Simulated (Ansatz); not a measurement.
Relaxing CaCu$_{2}$Si$_{2}$

Method: Ansatz, DFT PBEsol, scalar-relativistic, plane waves, PAW. Settings: 420 eV cutoff, 10×10×4 k-mesh, Gaussian smearing of 0.10 eV, no spin polarisation.

What was changed: uniaxial strain along a, with b, c and atoms relaxed: -2.0 %.

Command:

```bash
ansatz run input.yaml --threads 1 --pin off --max-ram 2560MiB --backend cpu --events-out ev --progress --plain --runs-dir out
```

Input:

```yaml
crystal:
  lattice:
    - [3.9233780426, 0.0, 0.0]
    - [0.0, 4.0234642172, 0.0]
    - [0.0, 0.0, 9.8649711864]
  atoms:
    - { symbol: Ca, position: [0.0, 0.0, 0.0] }
    - { symbol: Ca, position: [0.5, 0.5, 0.5] }
    - { symbol: Si, position: [0.0, 0.0, 0.3796336047] }
    - { symbol: Si, position: [0.5, 0.5, 0.1203663953] }
    - { symbol: Si, position: [0.5, 0.5, 0.8796336047] }
    - { symbol: Si, position: [0.0, 0.0, 0.6203663953] }
    - { symbol: Cu, position: [0.0, 0.5, 0.25] }
    - { symbol: Cu, position: [0.5, 0.0, 0.25] }
    - { symbol: Cu, position: [0.5, 0.0, 0.75] }
    - { symbol: Cu, position: [0.0, 0.5, 0.75] }
basis:
  ecutwfc: 420
kpoints:
  mp_grid: { grid: [10, 10, 4] }
hamiltonian:
  xc: pbesol
scf:
  occupations: { method: gaussian, width: 0.1 }
output:
  forces: true
  stress: true
  eigenvalues: true
relax:
  adjacent_minimum: "off"
  f_tol: 0.008
  max_steps: 40
  cell: { stress_tol: 0.015, fix: [a, angles] }
```

F is the free energy. Steps run on the plane waves of an earlier cell, but the last one, and at times one on the way, on a freshly chosen basis, so a repeated geometry can differ a little in energy. The held parts of the cell keep their stress, so P needn't end at zero.

Steps:

```csv
step,F − F(1) (eV),largest force component (eV/Å),V (Å³/atom),P (GPa)
1,0.0000,0.107,15.572,1.03
2,-0.0031,0.065,15.540,1.21
3,-0.0049,0.011,15.536,1.18
4,-0.0049,0.002,15.528,1.25
5,-0.0049,0.000,15.531,1.22
6,-0.0048,0.000,15.531,1.22
```

Relaxed structure:

```yaml
crystal:
  lattice:
    - [3.92338, 0.00000, 0.00000]
    - [0.00000, 4.01309, 0.00000]
    - [0.00000, 0.00000, 9.86417]
  atoms:
    - { symbol: Ca, position: [0.00000, 0.00000, 0.00000] }
    - { symbol: Ca, position: [0.50000, 0.50000, 0.50000] }
    - { symbol: Si, position: [0.00000, 0.00000, 0.38032] }
    - { symbol: Si, position: [0.50000, 0.50000, 0.11968] }
    - { symbol: Si, position: [0.50000, 0.50000, 0.88032] }
    - { symbol: Si, position: [0.00000, 0.00000, 0.61968] }
    - { symbol: Cu, position: [0.00000, 0.50000, 0.25141] }
    - { symbol: Cu, position: [0.50000, 0.00000, 0.24859] }
    - { symbol: Cu, position: [0.50000, 0.00000, 0.75141] }
    - { symbol: Cu, position: [0.00000, 0.50000, 0.74859] }
```

Symmetry: Immm, No. 71, orthorhombic system. The conventional cell has a = 3.923 Å, b = 4.013 Å, c = 9.864 Å, α = 90.00°, β = 90.00°, γ = 90.00°. Ca (site symmetry mmm) is surrounded by 8 Si at 3.04 Å and 8 Cu at 3.14 to 3.19 Å. Si (site symmetry mm2) is surrounded by 4 Cu at 2.35 to 2.38 Å and 1 Si at 2.36 Å. Cu (site symmetry mm2) has 4 Si at 2.35 to 2.38 Å as nearest neighbours.

The run converged. Time: 9.9 min on 1 thread of Arm Neoverse V1, on a shared host, peak memory 0.97 GiB.